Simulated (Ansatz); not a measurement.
According to DFT-PBE in the program Ansatz with PAW potentials, SnGe$_{3}$ in the tetragonal phase (P-4m2; Ge on 2g, Ge on 1a, Sn on 1c) relaxes to a = 4.233 Å, c = 6.015 Å. Ge on 2g has 4 nearest neighbours from 2.54 Å (tetrahedral); Ge on 1a has 4 nearest neighbours from 2.54 Å (tetrahedral); Sn has 4 nearest neighbours from 2.66 Å (tetrahedral). Its formation energy from the elements is 0.041 eV/atom, with no fitted shifts.

Electronic character: metallic (no gap).

An equation-of-state fit gives a bulk modulus of 506 kbar.

The start of the workflow was typed in or built on a structure type; neither database checked (COD, Materials Project) lists it. Whether it is the stable phase at ambient conditions was not checked. The PBE relaxation kept the symmetry of its start; whether a distortion lowers the energy is not shown. The references are the lowest solids computed at this level, not always the standard phases. Spin–orbit coupling is left out wherever it is not named.

Potentials: the earlier of the program's two PAW sets.
